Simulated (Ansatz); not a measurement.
# Zone-centre phonons of InAg$_{3}$ at 6 GPa: input and output

The calculation used DFT LDA, scalar-relativistic, plane waves, PAW in Ansatz 0.2.0.

Launched with:
```bash
ansatz run input.yaml --threads 1 --pin off --max-ram 3072MiB --backend cpu --events-out ev --progress --plain --runs-dir out
```

Input (bare energies are in eV):
```yaml
crystal:
  lattice:
    - [4.0274330063, 0.0, 0.0]
    - [0.0, 4.0274330063, 0.0]
    - [0.0, 0.0, 4.0274330063]
  atoms:
    - { symbol: In, position: [0.0, 0.0, 0.0] }
    - { symbol: Ag, position: [0.0, 0.5, 0.5] }
    - { symbol: Ag, position: [0.5, 0.0, 0.5] }
    - { symbol: Ag, position: [0.5, 0.5, 0.0] }
basis:
  ecutwfc: 420
kpoints:
  mp_grid: { grid: [10, 10, 10] }
hamiltonian:
  xc: lda
scf:
  occupations: { method: fermi_dirac, width: 0.15 }
output:
  eigenvalues: true
phonons:
  method: dfpt
  eigenvectors: true
```

Results section of the output:
```
--- Phonons (Γ-DFPT): 3 representative perturbations + reference, on 216 of 1000 k-points (Σ response iterations 9) ---
  k mesh reduced under 8 symmetry operations, with k and −k counted as one. Each operation leaves every solved displacement unchanged or reverses it
  ASR residual: 1.612e-4 → 0.000e0 eV/Å²; symmetrization residual: 7.534e-6 eV/Å²
  ASR residual per site (eV/Å²): 4.34e-5 1.61e-4 1.61e-4 1.61e-4
  Γ frequencies (cm⁻¹): 0.00 0.00 0.00 114.53 114.53 114.53 119.99 119.99 119.99 186.41 186.41 186.41
  non-analytic LO–TO correction: not included (Born effective charges unavailable; polar crystals: no LO–TO splitting at Γ)
```

The run took 3.6 min on 1 thread of Arm Neoverse V2, on a shared host, peak memory 1.8 GiB.

In a metal, frequencies and elastic constants depend on the k mesh and the smearing, soft modes and shear constants most. Other phases may be more stable at this pressure.